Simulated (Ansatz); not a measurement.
Here is the system:

S:
```
S
1.0
    4.84864     0.00000     0.00000
    0.00000     9.28745     0.00000
    0.00000     0.00000    14.95157
S
24
Direct
  0.00707   0.31249   0.88820
  0.99293   0.68751   0.11180
  0.99293   0.68751   0.88820
  0.00707   0.31249   0.11180
  0.50707   0.18751   0.61180
  0.49293   0.81249   0.38820
  0.49293   0.81249   0.61180
  0.50707   0.18751   0.38820
  0.50000   0.50000   0.27682
  0.50000   0.50000   0.72318
  0.00000   0.00000   0.22318
  0.00000   0.00000   0.77682
  0.22647   0.73091   0.00000
  0.77353   0.26909   0.00000
  0.72647   0.76909   0.50000
  0.27353   0.23091   0.50000
  0.76772   0.86928   0.85876
  0.23228   0.13072   0.14124
  0.23228   0.13072   0.85876
  0.76772   0.86928   0.14124
  0.26772   0.63072   0.64124
  0.73228   0.36928   0.35876
  0.73228   0.36928   0.64124
  0.26772   0.63072   0.35876
```

This is the r²SCAN-relaxed structure. Tensor components refer to the Cartesian frame of this cell.

Question: All from the program Ansatz at the r²SCAN level (PAW), unless another level is named. Predict the band gap.

Answer: 2.46 eV (indirect).

Question: Give the smallest direct gap on the standard path.

Answer: 2.59 eV.

Question: Next, the conduction-band minimum?

Answer: at Γ.

Question: Next, the valence-band maximum?

Answer: on the Γ–X line, 69 % of the way from Γ (k = 0.344, 0.000, 0.000).

Space group Pnnm (S12-ring). The workflow started from a Materials Project entry (that database holds measured and hypothetical structures alike); the Crystallography Open Database files this formula in space group No. 58, but the cells were not matched. It is not the phase usual at ambient conditions (space group No. 70). Symmetry was held in the r²SCAN relaxation; its stability against distortions is not shown here. A crystal of weakly bound molecules computed without a dispersion correction: the cell and the soft elastic constants depend strongly on that.

Potentials: the later of the program's two PAW sets.
